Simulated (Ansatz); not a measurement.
Ansatz (a program for electronic structure) input:

Ansatz 0.2 input:
```yaml
crystal:
  lattice:
    - [-3.1933718655, 3.1944883943, 2.5953871934]
    - [3.1933718655, -3.1944883943, 2.5953871934]
    - [3.1933718655, 3.1944883943, -2.5953871934]
  atoms:
    - { symbol: Mg, position: [0.8313777945, 0.6685776671, 0.4999554616] }
    - { symbol: Mg, position: [0.1686222055, 0.3314223329, 0.5000445384] }
    - { symbol: Mg, position: [0.6686222055, 0.1685776671, 0.8371998725] }
    - { symbol: Mg, position: [0.3313777945, 0.8314223329, 0.1628001275] }
    - { symbol: Cu, position: [0.25, 0.25, 0.0] }
    - { symbol: Cu, position: [0.75, 0.75, 0.0] }
kpoints:
  mp_grid: { grid: [10, 10, 10] }
hamiltonian:
  xc: pbesol
  pseudopotentials: { kind: paw }
scf:
  occupations: { method: fermi_dirac, width: 0.1 }
phonons:
  method: dfpt
  response_accuracy: low
  eigenvectors: true
  rigid_motions: translations
```

Output (shortened):

```
Pseudopotential: Mg, paw, valence charge 10
Pseudopotential: Cu, paw, valence charge 19
Functional definition: PBEsol
Crystal: 6 atoms, lattice volume = 105.904 Å³
Basis set: ecut = 420 eV, 2065 PW (Γ), exchange–correlation on 72×72×72 points (8 copies of the dense FFT grid, shifted against one another)
Bands: 47, of which v1, the nominal top of the filled ones, is band 39 counted from 1 (38 counted from 0)
Symmetry: 8 space group operations
k-points: 504 of 1000 (irreducible under 1 space group operation, time reversal used)
SCF iter   1: F=—  HF=-20826.331114 eV  |F-HF|=—  |Δ(HF+E_count)|=         —  Δρ=9.92e-3  dr2=5.94e-2  ethr=1.77e-3  ⟨swp⟩=7.3  Hψ=89564  notcnv=0  defer=111
preconditioner: auto → Kerker (q_TF=auto, 2.593 Å⁻¹)
SCF iter   2: F=—  HF=-20826.318966 eV  |F-HF|=—  |Δ(HF+E_count)|=   1.21e-2  Δρ=9.80e-4  dr2=1.49e-3  ethr=7.62e-5  ⟨swp⟩=2.0  Hψ=37714  notcnv=0  defer=391
SCF iter   3: F=—  HF=-20826.318097 eV  |F-HF|=—  |Δ(HF+E_count)|=   8.68e-4  Δρ=9.97e-4  dr2=1.18e-3  ethr=1.91e-6  ⟨swp⟩=2.0  Hψ=39604  notcnv=0  defer=391
SCF iter   4: F=—  HF=-20826.317830 eV  |F-HF|=—  |Δ(HF+E_count)|=   2.67e-4  Δρ=3.99e-4  dr2=2.69e-4  ethr=1.51e-6  ⟨swp⟩=1.0  Hψ=23205  notcnv=0  defer=391
SCF iter   5: F=—  HF=-20826.317748 eV  |F-HF|=—  |Δ(HF+E_count)|=   8.27e-5  Δρ=1.12e-4  dr2=3.52e-5  ethr=3.44e-7  ⟨swp⟩=3.0  Hψ=42860  notcnv=0  defer=391
SCF iter   6: F=—  HF=-20826.317740 eV  |F-HF|=—  |Δ(HF+E_count)|=   8.05e-6  Δρ=2.35e-5  dr2=1.70e-6  ethr=4.51e-8  ⟨swp⟩=2.0  Hψ=25988  notcnv=0  defer=391
SCF iter   7: F=—  HF=-20826.317738 eV  |F-HF|=—  |Δ(HF+E_count)|=   1.43e-6  Δρ=8.45e-6  dr2=5.06e-8  ethr=2.18e-9  ⟨swp⟩=2.2  Hψ=33748  notcnv=0  defer=391
SCF iter   8: F=—  HF=-20826.317738 eV  |F-HF|=—  |Δ(HF+E_count)|=   1.03e-8  Δρ=8.89e-7  dr2=7.08e-10  ethr=6.48e-11  ⟨swp⟩=2.0  Hψ=36362  notcnv=0  defer=391
SCF iter  10: F=-20826.317738 eV  HF=-20826.317738 eV  |F-HF|=3.64e-12  |Δ(HF+E_count)|=  1.82e-11  Δρ=5.45e-8  dr2=3.79e-12  ethr=1.00e-12  ⟨swp⟩=8.3  Hψ=119974  notcnv=0
SCF 1 converged in 10 iterations: F = -20826.317738 eV  dr2 = 3.79e-12
DFPT response loops at Γ: preconditioner auto → Kerker (q_TF=auto, 2.593 Å⁻¹) (partly filled bands, converged f_vac=0.000) …
the run's response loops start from zero, take more passes and end by a threshold …
phonon interpolation: 16 periodic images of 16 blocks of the force constants (a block to an ordered pair of atoms and a translation) lie up to 9.33e-5 Å …
SCF converged after 10 iterations
Free energy (F): -20826.317738 eV
Harris-Foulkes:  -20826.317738 eV  (|F-HF|=3.64e-12)
Internal energy: -20826.251241 eV  (E = F + TS)
E sigma→0 (E₀):  -20826.284490 eV
Entropy (-TS):   -0.066497 eV (-11.083 meV/atom)
Fermi energy:    8.619854 eV
--- Per-component energies (eV) ---
  E_band       = -2329.664669
  E_kinetic    = 903.645919
  E_local      = -17195.690274  (includes V_loc(G=0)·N_el)
  E_nonlocal   = 1164.563094
  E_hartree    = 7089.261677
  E_xc         = -292.593260
  E_vxc        = -379.337499  (∫ρ·V_xc dr)
  E_paw        = -4374.965521  (= ΣΔE_a)
  E_vpaw       = -1001.369818  (= ΣTr[D̂ρ^β])
  E_aug_tail   = 0.000501  (compensation charges beyond the density's cutoff)
  E_ewald      = -8121.121231
  E_core_change = 0.647853  (= ΣΔE_core)
  E_smearing   = -0.066497  (= −TS)
  E_closure    = 0.000000  (closes the sum)
  Σ components = -20826.317738   (vs F -20826.317738, Δ=0.00e0)
  [band-id]    e_kinetic+e_local+e_nonlocal+2·e_hartree+e_vxc+e_vpaw+e_augmentation_tail = -2329.664724   (vs E_band -2329.664669, Δ=-5.51e-5)
--- Band table (eV; the first three rows and the last of 504) ---
  k-point 0: bands = ["-104.0111", "-104.0074", "-66.6106", "-66.6088", "-66.6061", "-66.6061", "-61.5437", "-61.5437", "-61.5397", "-61.5396", "-61.5187", "-61.4718", "-33.5888", "-33.5845", "-33.5710", "-33.5709", "-33.5667", "-33.5667", "-33.5499", …
  k-point 1: bands = ["-104.0111", "-104.0074", "-66.6105", "-66.6088", "-66.6062", "-66.6061", "-61.5437", "-61.5437", "-61.5397", "-61.5396", "-61.5187", "-61.4718", "-33.5884", "-33.5846", "-33.5712", "-33.5710", "-33.5670", "-33.5667", "-33.5495", …
  k-point 2: bands = ["-104.0111", "-104.0074", "-66.6103", "-66.6088", "-66.6064", "-66.6061", "-61.5437", "-61.5437", "-61.5397", "-61.5396", "-61.5186", "-61.4718", "-33.5873", "-33.5847", "-33.5718", "-33.5710", "-33.5678", "-33.5666", "-33.5485", …
  k-point 503: bands = ["-104.0111", "-104.0074", "-66.6087", "-66.6087", "-66.6071", "-66.6070", "-61.5437", "-61.5437", "-61.5397", "-61.5396", "-61.5186", "-61.4718", "-33.5866", "-33.5785", "-33.5742", "-33.5725", "-33.5725", "-33.5663", "-33.5442", …
--- Phonons (Γ-DFPT): 6 representative perturbations + reference, on 504 of 1000 k-points (Σ response iterations 44) ---
  ASR residual: 5.379e-4 → 0.000e0 eV/Å²; symmetrization residual: 1.968e-5 eV/Å²
  ASR residual per site (eV/Å²): 1.68e-4 1.68e-4 1.68e-4 1.68e-4 5.38e-4 5.38e-4
  Γ frequencies (cm⁻¹): 0.00 0.00 0.00 123.95 137.15 137.34 146.58 146.61 168.81 175.72 215.95 219.90 237.85 256.49 258.18 258.25 264.12 264.20
  non-analytic LO–TO correction: not included (Born effective charges unavailable; polar crystals: no LO–TO splitting at Γ)
```

Cost: roughly 60 core-minutes on shared cores.

Space group I4/mcm. The first step of the workflow began from a Materials Project structure, measured or hypothetical; the Crystallography Open Database copy checked does not list it. COD files the formula under space group No. 70. Its standing as an ambient phase is unchecked. Symmetry was held in the PBEsol relaxation; whether a distortion lowers the energy is not shown. The run is not spin-polarised. As this level gives no gap, phonon frequencies hold no LO–TO term and depend on the k-mesh and smearing (Fermi–Dirac, 0.1 eV here). Point labels and valley counts follow the cell and symmetry of the run, lower than the named group.

Potentials: the later of the program's two PAW sets.

Ansatz is a plane-wave DFT program.
